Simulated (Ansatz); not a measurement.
Data:

CaGa2:
```xyz
6
Lattice="4.4432 0.0000 0.0000 -2.2216 3.8479 0.0000 0.0000 0.0000 7.3653" Properties=species:S:1:pos:R:3 pbc="T T T"
Ca     0.0000     0.0000     1.8413
Ca     0.0000     0.0000     5.5240
Ga     0.0000     2.5653     0.3217
Ga     2.2216     1.2826     7.0436
Ga     2.2216     1.2826     4.0043
Ga     0.0000     2.5653     3.3609
```

This is the r²SCAN-relaxed structure.

Question: All from the program Ansatz at the r²SCAN level (PAW), unless another level is named. Estimate the density of states at the Fermi level.

Answer: 0.08 states/eV per atom (mean over ±0.08 eV).

Question: Predict the formation energy from the elements (no fitted shifts).

Answer: -0.60 eV/atom.

Space group P6_3/mmc. The first step of the workflow began from a Materials Project structure, measured or hypothetical; the Crystallography Open Database copy checked does not list it. Its standing as an ambient phase is unchecked. Symmetry was held in the r²SCAN relaxation; whether a distortion lowers the energy is not shown. The references are the lowest solids computed at this level, not always the standard phases. Spin–orbit coupling is left out wherever it is not named.

Potentials: the later of the program's two PAW sets.
